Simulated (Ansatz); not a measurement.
CdSe:
```xyz
2
Lattice="0.0000 3.0666 3.0666 3.0666 0.0000 3.0666 3.0666 3.0666 0.0000" Properties=species:S:1:pos:R:3 pbc="T T T"
Se     4.6000     4.6000     4.6000
Cd     0.0000     0.0000     0.0000
```

Relaxed with r²SCAN. Special points in fractions of this cell's reciprocal vectors: Γ (0.000, 0.000, 0.000); X (0.500, 0.000, 0.500); U (0.625, 0.250, 0.625); K (0.375, 0.375, 0.750); L (0.500, 0.500, 0.500); W (0.500, 0.250, 0.750).

Task: List the band energies nearest the valence-band maximum at these points for r²SCAN in the plane-wave PAW code Ansatz.

Result: In eV from the valence-band maximum; about four levels below and three above (degenerate sets whole), none deeper than 8.9 eV; … stands for higher levels left out; points with the same levels are listed once.

```tsv
k	below	above
Γ	-7.75 -7.75 0.00 0.00 0.00	1.04 …
X	-7.39 -3.96 -1.79 -1.79	3.51 4.14 9.54
U	-7.32 -3.88 -2.45 -1.46	4.11 5.51 8.67
L	-7.46 -4.26 -0.72 -0.72	2.84 6.94 6.94
W	-7.28 -3.85 -2.18 -2.12	5.42 5.51 7.02
```

Space group F-43m (zinc blende). The r²SCAN relaxation kept the symmetry of its start; phonons on a q-mesh show no instability. Spin–orbit coupling is left out wherever it is not named.

Potentials: the later of the program's two PAW sets.
